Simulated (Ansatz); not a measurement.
## Run on MnPt₃ (Pm-3m) — exchange couplings and spin waves by the force theorem

Method: DFT, LDA, PAW with Ansatz's default frozen-core files, scalar-relativistic (Ansatz 0.2.0).

Command: `ansatz run input.yaml --threads 2 --pin off --max-ram 6144MiB --backend cpu --events-out ev --progress --plain --runs-dir out`

```yaml
crystal:
  lattice:
    - [3.9, 0.0, 0.0]
    - [0.0, 3.9, 0.0]
    - [0.0, 0.0, 3.9]
  atoms:
    - { symbol: Mn, position: [0.0, 0.0, 0.0], spin: 3.6 }
    - { symbol: Pt, position: [0.0, 0.5, 0.5] }
    - { symbol: Pt, position: [0.5, 0.0, 0.5] }
    - { symbol: Pt, position: [0.5, 0.5, 0.0] }
magnetization:
  spin_polarized: true
kpoints:
  mp_grid: { grid: [8, 8, 8] }
  band_path:
    path:
      - [0.0, 0.0, 0.0]
      - [0.0, 0.5, 0.0]
      - [0.5, 0.5, 0.0]
      - [0.0, 0.0, 0.0]
      - [0.5, 0.5, 0.5]
      - [0.0, 0.5, 0.0]
      - [0.5, 0.5, 0.5]
      - [0.5, 0.5, 0.0]
    npoints: 8
scf:
  occupations: { method: fermi_dirac, width: 0.08 }
  lower_state_search: "off"
hamiltonian:
  xc: lda
  pseudopotentials: { kind: paw }
output:
  eigenvalues: false
  eigenstates:
    nscf_kmesh: { grid: [8, 8, 8] }
    top_band: c45
    exchange_couplings: { magnetic: [{ species: Mn }] }
  write_density: true
  write_potential: true
  elf: true
  volumetric_format: npy
```

Output:

```
settings of this run that can trade accuracy for cost: output.eigenvalues: false. Do not mix this run's numbers with those of runs without the same settings; the input reference describes each key
Engine: ansatz 0.2.0
Pseudopotentials: kind: paw
Pseudopotential: Mn, paw, valence charge 15, recommended cutoff 420 eV (normal), Mn.paw.azcp
Pseudopotential: Pt, paw, valence charge 18, recommended cutoff 420 eV (normal), Pt.paw.azcp
Functional definition: SPW92
  exchange = slater_x
  correlation = pw_c
Crystal: 4 atoms, lattice volume = 59.319 Å³
Basis set: ecut = 420 eV, 1189 PW (Γ)
Bands: 44, of which v1, the nominal top of the filled ones, is band 35 counted from 1 (34 counted from 0)
Symmetry: 48 space group operations
Space group: Pm-3m (ITA 221), of the structure as read, at distance tolerance 3.9e-5 Å
Magnetic group: BNS 221.92 (UNI 1594), of the structure as read, at distance tolerance 3.9e-5 Å
k-points: 35 of 512
Non-local potential: Mn, projectors of the file, l = 0: 3, l = 1: 2, l = 2: 3, l = 3: 1
Non-local potential: Pt, projectors of the file, l = 0: 3, l = 1: 2, l = 2: 2, l = 3: 1
PAW form: soft (Blöchl's): semilocal exchange-correlation on the pseudo side does not see the compensation charge
PAW frozen core: Mn, regenerated for the run's functional, and the local potential with it (the file was generated under x = pbe(κ = 0.804, μ = 0.2195149727645171), c = pbe(β = 0.06672455060314922))
PAW frozen core: Pt, regenerated for the run's functional, and the local potential with it (the file was generated under x = pbe(κ = 0.804, μ = 0.2195149727645171), c = pbe(β = 0.06672455060314922))
PAW one-centre angular grid: Mn, 590 points (default); XC on 64 Gauss nodes
PAW one-centre angular grid: Pt, 590 points (default); XC on 64 Gauss nodes
Initial density: superposition of atomic densities (chi_scale 0.1, normalization cell, long waves kept (reshape's long-wave potential 0.00 eV rms))
Starting moments: Σ|m| = 3.6 μB on 1 of 4 sites
Initial wavefunctions: pseudopotential atomic-orbital guess
Functional: x = slater, c = lda
SCF iter   1: F=—  HF=-40593.122682 eV  |F-HF|=—  |Δ(HF+E_count)|=         —  Δρ=3.60e-1 (↑1.37e-1 ↓3.60e-1)  dr2=2.00e2  dr2_m=8.72e0  M=1.148 μB ∫|m|=1.185 μB  β_m=0.30  ethr=3.10e-3  ⟨swp⟩=5.7  Hψ=9840  notcnv=0  defer=23
preconditioner: auto → Kerker (q_TF=auto, 2.798 Å⁻¹)  [metal: Δε(μ)=0.005 eV  Ē_g=8.479 eV  σ=0.080 eV  W_gap=0.02  n_scr=26 (ndim 8)  ℏωp=29.3 eV  f_vac=0.000  D(μ)=6.43/eV (n_scr^D=80)]
[...]
SCF iter  11: F=—  HF=-40577.167665 eV  |F-HF|=—  |Δ(HF+E_count)|=   1.80e-5  Δρ=1.02e-4 (↑1.02e-4 ↓5.42e-5)  dr2=1.08e-5  dr2_m=1.08e-6  M=4.135 μB ∫|m|=4.285 μB  β_m=0.87  ethr=2.55e-7  ⟨swp⟩=1.4  Hψ=3044  notcnv=0  defer=95
SCF iter  12: F=—  HF=-40577.167664 eV  |F-HF|=—  |Δ(HF+E_count)|=   6.96e-7  Δρ=5.19e-5 (↑5.19e-5 ↓2.87e-5)  dr2=3.84e-6  dr2_m=1.52e-7  M=4.135 μB ∫|m|=4.285 μB  β_m=0.93  ethr=1.57e-8  ⟨swp⟩=1.2  Hψ=3052  notcnv=0  defer=95
SCF iter  13: F=-40577.167663 eV  HF=-40577.167663 eV  |F-HF|=1.21e-9  |Δ(HF+E_count)|=   3.93e-7  Δρ=2.15e-6 (↑2.14e-6 ↓2.15e-6)  dr2=4.11e-9  dr2_m=1.34e-9  M=4.135 μB ∫|m|=4.285 μB  ethr=1.45e-10  ⟨swp⟩=6.8  Hψ=9816  notcnv=0
SCF 1 converged in 13 iterations: F = -40577.167663 eV  dr2 = 4.11e-9
  greatest PAW one-centre occupation: 1.003 electrons in one spin orbital (limit 2), on the Mn atom at site 0 (counted from 0), in its partial waves of l = 1
NSCF: frozen V_eff on 57 k-points
NSCF: frozen V_eff on 35 k-points
Exchange couplings: 0 of 2 parts done
Exchange couplings: 1 of 2 parts done
Exchange couplings: 0 of 3 parts done
Exchange couplings: 1 of 3 parts done
Exchange couplings: 2 of 3 parts done
SCF converged after 13 iterations
Magnetization: 4.1352 μB (36.5676 up, 32.4324 down)
Absolute magnetization: 4.2868 μB (∫|ρ↑−ρ↓|, with the PAW one-centre terms)
Spin contamination: 0.2156 ħ² per cell (⟨S²⟩ above its minimum at these occupations)
Per-site moments (μB) at R_I (Å): [(3.6483921550183163, 1.1375580342338585), (0.14687472572268115, 1.1375580342338585), (0.14687472572268157, 1.1375580342338585), (0.14687472572268165, 1.1375580342338585)]
Free energy (F): -40577.167663 eV
Harris-Foulkes:  -40577.167663 eV  (|F-HF|=1.21e-9)
Internal energy: -40577.101391 eV  (E = F + TS)
E sigma→0 (E₀):  -40577.134527 eV
Entropy (-TS):   -0.066272 eV (-16.568 meV/atom)
Fermi energy:    21.060495 eV
--- Per-component energies (eV) ---
  E_band       = -653.315166
  E_kinetic    = 2216.116205
  E_local      = -6282.465886  (includes V_loc(G=0)·N_el)
  E_nonlocal   = 869.777741
  E_hartree    = 2391.694090
  E_xc         = -893.725103
  E_vxc        = -1053.063709  (∫ρ·V_xc dr)
  E_paw        = -28777.719846  (= ΣΔE_a)
  E_vpaw       = -1187.069888  (= ΣTr[D̂ρ^β])
  E_aug_tail   = 0.000483  (compensation charges beyond the density's cutoff)
  E_ewald      = -10102.554636
  E_core_change = 1.775561  (= ΣΔE_core)
  E_smearing   = -0.066272  (= −TS)
  E_closure    = -0.000000  (closes the sum)
  Σ components = -40577.167663   (vs F -40577.167663, Δ=0.00e0)
--- Band table (eV; the first three rows and the last of 70) ---
  k-point 0 ↑: bands = ["-77.5623", "-77.5265", "-77.5265", "-59.1072", "-31.8497", "-31.8497", "-31.8497", "-31.6141", "-31.6141", "-31.6141", "-31.5110", "-31.5110", "-31.5110", "-28.1983", "-28.1983", "-28.1983", "11.2495", "14.0947", "14.7073", "14.7073", "14.9006", "14.9006", "14.9006", "17.7504", "17.7504", "17.7504", "19.5343", "19.5343", "20.7482", "20.7482", "20.9616", "20.9616", "20.9616 …
  k-point 1 ↑: bands = ["-77.5611", "-77.5277", "-77.5265", "-59.1072", "-31.8425", "-31.8425", "-31.8374", "-31.6162", "-31.6162", "-31.6147", "-31.5243", "-31.5162", "-31.5162", "-28.1994", "-28.1987", "-28.1987", "11.4523", "14.2248", "14.7660", "14.8692", "14.9743", "15.0204", "15.0204", "17.6345", "17.8309", "17.8309", "19.4118", "19.5784", "20.3207", "20.3207", "20.5618", "20.6636", "20.9600 …
  k-point 2 ↑: bands = ["-77.5578", "-77.5311", "-77.5265", "-59.1072", "-31.8232", "-31.8232", "-31.8021", "-31.6231", "-31.6231", "-31.6159", "-31.5617", "-31.5283", "-31.5283", "-28.2019", "-28.1996", "-28.1996", "12.0358", "14.5587", "14.9025", "15.1819", "15.3201", "15.3752", "15.3752", "17.3269", "18.0506", "18.0506", "19.0612", "19.1161", "19.1161", "19.7036", "20.0792", "20.1787", "20.2625 …
  k-point 34 ↓: bands = ["-77.4465", "-77.4465", "-77.4465", "-55.2660", "-31.8832", "-31.6784", "-31.6784", "-31.6784", "-31.4528", "-31.4528", "-31.3875", "-31.3875", "-31.3875", "-24.4685", "-24.4685", "-24.4685", "14.4009", "14.4009", "14.4009", "14.6013", "17.2880", "17.2880", "17.2880", "18.2976", "18.2976", "18.2976", "19.0392", "19.0392", "20.7000", "20.8000", "20.8000", "20.8000", "21.300 …
settings of this run that can trade accuracy for cost: output.eigenvalues: false. Do not mix this run's numbers with those of runs without the same settings; the input reference describes each key
```

exchange_couplings.tsv:

```
# site	partner	cell_1	cell_2	cell_3	displacement_x_ang	displacement_y_ang	displacement_z_ang	distance_ang	coupling_mev
# format = ansatz-exchange-couplings/3
# nscf_kmesh_grid = 8 8 8
# n_bands = 80
# mesh_fermi_ev = 21.06
# occupation_method = fermi_dirac
# smearing_width_ev = 0.08
# xc_rung = lda
# a1_ang = 3.9 0 0
# a2_ang = 0 3.9 0
# a3_ang = 0 0 3.9
# atom = 0 Mn magnetic 0 0 0 3.9946 6.4137 0.027588 1
# atom = 1 Pt relaxed 0 0.5 0.5 0.049522 0.01022 0.00018686 -
# atom = 2 Pt relaxed 0.5 0 0.5 0.049522 0.01022 0.00018686 -
# atom = 3 Pt relaxed 0.5 0.5 0 0.049522 0.01022 0.00018686 -
# moments = constrained
# kernel_scale = 1.0019
# constrained_moments_mub = 3.6485
# turning_moments_mub = 4.1431
# rigid_open_turn_ev = 0.035466
# field_residual = 0.0019454
# moved_by_upper_bands = 0.0038752
# mean_field_moved_by_upper_bands = 0.013156
# mean_field_temperature_k = 369.48
# mean_field_q_frac = 0 0 0
# ordering_temperature_k = 299.37
# no_stiffness = unsettled
# whole_within_ang = 15.6
0	0	-1	0	0	-3.9	0	0	3.9	7.9568
0	0	0	-1	0	0	-3.9	0	3.9	7.9568
0	0	0	0	-1	0	0	-3.9	3.9	7.9568
0	0	0	0	1	0	0	3.9	3.9	7.9568
0	0	0	1	0	0	3.9	0	3.9	7.9568
0	0	1	0	0	3.9	0	0	3.9	7.9568
0	0	-1	-1	0	-3.9	-3.9	0	5.5154	-2.1418
0	0	-1	0	-1	-3.9	0	-3.9	5.5154	-2.1418
0	0	-1	0	1	-3.9	0	3.9	5.5154	-2.1418
0	0	-1	1	0	-3.9	3.9	0	5.5154	-2.1418
0	0	0	-1	-1	0	-3.9	-3.9	5.5154	-2.1418
0	0	0	-1	1	0	-3.9	3.9	5.5154	-2.1418
0	0	0	1	-1	0	3.9	-3.9	5.5154	-2.1418
0	0	0	1	1	0	3.9	3.9	5.5154	-2.1418
0	0	1	-1	0	3.9	-3.9	0	5.5154	-2.1418
0	0	1	0	-1	3.9	0	-3.9	5.5154	-2.1418
0	0	1	0	1	3.9	0	3.9	5.5154	-2.1418
[...]
```

magnon_bands.tsv:

```
# distance_inv_ang	q_1	q_2	q_3	is_on_mesh	least_cost_mev	mode	energy_mev	sense
# format = ansatz-magnon-bands/1
# nscf_kmesh_grid = 8 8 8
# whole_turn_by_bands_mev = 14.074
# magnetic_atoms = 0
# least_rotation_mev = 12.622
# least_rotation_q_frac = 0 0 0.125
# least_rotation_pattern = 1 0
0	0	0	0	1	0	1	0	1
0.10069	0	0.0625	0	0	4.0226	1	3.8836	1
0.20138	0	0.125	0	1	12.622	1	12.186	1
0.30208	0	0.1875	0	0	20.807	1	20.088	1
0.40277	0	0.25	0	1	28.313	1	27.335	1
0.50346	0	0.3125	0	0	36.082	1	34.836	1
0.60415	0	0.375	0	1	41.606	1	40.169	1
0.70484	0	0.4375	0	0	42.884	1	41.403	1
0.80554	0	0.5	0	1	42.508	1	41.04	1
0.90623	0.0625	0.5	0	0	42.706	1	41.231	1
1.0069	0.125	0.5	0	1	42.348	1	40.885	1
1.1076	0.1875	0.5	0	0	40.943	1	39.529	1
1.2083	0.25	0.5	0	1	40.422	1	39.026	1
1.309	0.3125	0.5	0	0	41.979	1	40.529	1
1.4097	0.375	0.5	0	1	43.622	1	42.115	1
1.5104	0.4375	0.5	0	0	43.534	1	42.031	1
1.6111	0.5	0.5	0	1	43.03	1	41.543	1
1.7535	0.4375	0.4375	0	0	42.971	1	41.487	1
1.8959	0.375	0.375	0	1	38.929	1	37.584	1
2.0383	0.3125	0.3125	0	0	36.972	1	35.694	1
2.1807	0.25	0.25	0	1	32.95	1	31.812	1
2.3231	0.1875	0.1875	0	0	26.661	1	25.74	1
2.4655	0.125	0.125	0	1	17.249	1	16.653	1
2.6079	0.0625	0.0625	0	0	6.8659	1	6.6288	1
2.7503	0	0	0	1	0	1	0	1
2.9247	0.0625	0.0625	0.0625	0	8.9046	1	8.597	1
3.0991	0.125	0.125	0.125	1	20.506	1	19.797	1
3.2735	0.1875	0.1875	0.1875	0	25.659	1	24.773	1
3.4479	0.25	0.25	0.25	1	33.852	1	32.682	1
3.6223	0.3125	0.3125	0.3125	0	63.906	1	61.699	1
3.7967	0.375	0.375	0.375	1	99.929	1	96.477	1
3.9711	0.4375	0.4375	0.4375	0	130.46	1	125.96	1
4.1455	0.5	0.5	0.5	1	141.89	1	136.99	1
4.2879	0.4375	0.5	0.4375	0	134.12	1	129.49	1
4.4303	0.375	0.5	0.375	1	114.19	1	110.24	1
4.5727	0.3125	0.5	0.3125	0	87.02	1	84.014	1
4.7151	0.25	0.5	0.25	1	60.008	1	57.935	1
[...]
```

In the table E = −Σ J e_i·e_j over ordered pairs, so positive J favours parallel moments; the file's long notes are left out. Convergence in k wasn't tested.

Site moments (μB): Mn1 3.65, Pt2 0.15, Pt3 0.15, Pt4 0.15. Cell moment 4.14 μB.

The magnetic group in the log treats spin as a scalar label, without spin–orbit coupling.

The PAW files were made with PBE; the program remakes their cores once for the run's functional and then keeps them frozen. The Ansatz runs typed with the search for lower states off end where their start leads. Spin–orbit coupling is left out although heavy atoms are present. The magnetic state is the one that this cell and start allow. It needn't be the compound's measured order, which may need a larger cell or be absent.

It took 2.1 min on 2 threads of Arm Neoverse V2, on a shared host, peak memory 1.2 GiB.
